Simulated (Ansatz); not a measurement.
Given:

NbP:
```cif
data_NbP
_chemical_formula_sum 'Nb1 P1'
_space_group_name_H-M_alt 'P 1'
_space_group_IT_number 1
_cell_length_a 3.10773
_cell_length_b 3.10773
_cell_length_c 3.10773
_cell_angle_alpha 90.000
_cell_angle_beta 90.000
_cell_angle_gamma 90.000
loop_
_space_group_symop_operation_xyz
  'x, y, z'
loop_
_atom_site_label
_atom_site_type_symbol
_atom_site_fract_x
_atom_site_fract_y
_atom_site_fract_z
_atom_site_occupancy
Nb1 Nb 0.00000 0.00000 0.00000 1
P1 P 0.50000 0.50000 0.50000 1
```

This is the r²SCAN-relaxed structure.

**Question.** All from plane-wave PAW r²SCAN (Ansatz code), unless another level is named. Give the electronic character.

**Answer.** metallic (no gap).

**Question.** Predict the density of states at the Fermi level.

**Answer.** 0.49 states/eV per atom (mean over ±0.08 eV).

**Question.** Give the gap with spin–orbit coupling.

**Answer.** none (metallic).

Space group Pm-3m (CsCl type). The cell is a constructed one: a structure type filled with these elements; neither database checked (COD, Materials Project) lists it. COD files the formula under space group No. 141, so this cell is another polymorph or a model. Whether it is the stable phase at ambient conditions was not checked. The cell was relaxed with r²SCAN under the symmetry of its start; whether a distortion lowers the energy is not shown. The run is not spin-polarised. Scalar-relativistic: spin–orbit coupling is off unless named, which matters more the heavier the elements.

Potentials: the earlier of the program's two PAW sets.
